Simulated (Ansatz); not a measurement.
**Rocksalt alloy of PbS and CaS (20 of 32 Pb sites exchanged), 64 atoms**

Ansatz, PAW, plane waves. PBEsol relaxation of volume and atoms (shape held) at the single k point (¼, ¼, ¼) without its symmetry partners; single points on the relaxed atoms at the single k point (¼, ¼, ¼) without its symmetry partners, onto which points of the small cell's zone fold. Arrangement: unlike neighbours preferred. No spin–orbit coupling unless named.

Relaxed structure:

```
CELL_PARAMETERS angstrom
11.49801 0.00000 0.00000
0.00000 11.49801 0.00000
0.00000 0.00000 11.49801
ATOMIC_POSITIONS crystal
S 0.24904 0.00886 0.00046
S 0.24899 0.00902 0.50048
S 0.24308 0.49409 0.00096
S 0.24331 0.49415 0.50101
S 0.75029 0.00674 0.00060
S 0.75030 0.00659 0.50049
S 0.75637 0.49154 0.00030
S 0.75672 0.49136 0.50020
S 0.00065 0.24901 0.00055
S 0.00059 0.24888 0.50054
S 0.00015 0.75090 0.00054
S 0.00007 0.75093 0.50070
S 0.49983 0.24368 0.00030
S 0.49984 0.24337 0.50026
S 0.49968 0.75733 0.99995
S 0.49979 0.75711 0.50006
S 0.99330 0.99175 0.25070
S 0.99328 0.99179 0.75085
S 0.99924 0.50662 0.25035
S 0.99927 0.50669 0.75043
S 0.50650 0.99393 0.25048
S 0.50658 0.99381 0.75053
S 0.50042 0.50894 0.25046
S 0.50027 0.50911 0.75043
S 0.25049 0.25724 0.25031
S 0.25047 0.25727 0.75025
S 0.25052 0.74334 0.25041
S 0.25030 0.74346 0.75033
S 0.75006 0.25087 0.25041
S 0.74986 0.25074 0.75035
S 0.74945 0.74921 0.25037
S 0.74968 0.74905 0.75042
Ca 0.99858 0.00007 0.00086
Ca 0.99846 0.00000 0.50065
Ca 0.99962 0.49994 0.00054
Ca 0.99962 0.49995 0.50032
Ca 0.50134 0.00045 0.00057
Ca 0.50122 0.00031 0.50045
Ca 0.24955 0.25146 0.00031
Ca 0.24972 0.25158 0.50048
Ca 0.75073 0.24938 0.00043
Ca 0.75085 0.24927 0.50041
Ca 0.24864 0.50037 0.25090
Ca 0.24870 0.50042 0.75084
Ca 0.75010 0.99984 0.25043
Ca 0.75016 0.99971 0.75055
Ca 0.75110 0.50034 0.25028
Ca 0.75097 0.50004 0.75033
Ca 0.99964 0.74925 0.25049
Ca 0.99950 0.74917 0.75065
Ca 0.50058 0.75128 0.25021
Ca 0.50048 0.75133 0.75015
Pb 0.50016 0.50094 0.00094
Pb 0.49989 0.50081 0.50079
Pb 0.24924 0.74906 0.00040
Pb 0.24932 0.74947 0.50036
Pb 0.75057 0.75085 0.00034
Pb 0.75075 0.75079 0.50037
Pb 0.24922 0.00100 0.25078
Pb 0.24935 0.00071 0.75093
Pb 0.99925 0.25107 0.25037
Pb 0.99922 0.25109 0.75041
Pb 0.50091 0.24908 0.25002
Pb 0.50082 0.24899 0.75003
```

(1) What are the mean bond lengths by pair (pairs within 1.2 times the sum of covalent radii, less contacts 15 % beyond the pair's median; cation–cation pairs of compounds aside; long ionic contacts are cut short by that bound)?

(2) What gap lies between the top filled and the lowest empty level in the single points?

## Answers

(1) Ca–S 2.853 ± 0.037 Å (standard deviation, 120 bonds); Pb–S 2.912 ± 0.043 Å (standard deviation, 72 bonds).

(2) HSE06 3.41 eV (24 s on NVIDIA GB200). Away from Γ this isn't the crystal's band gap.
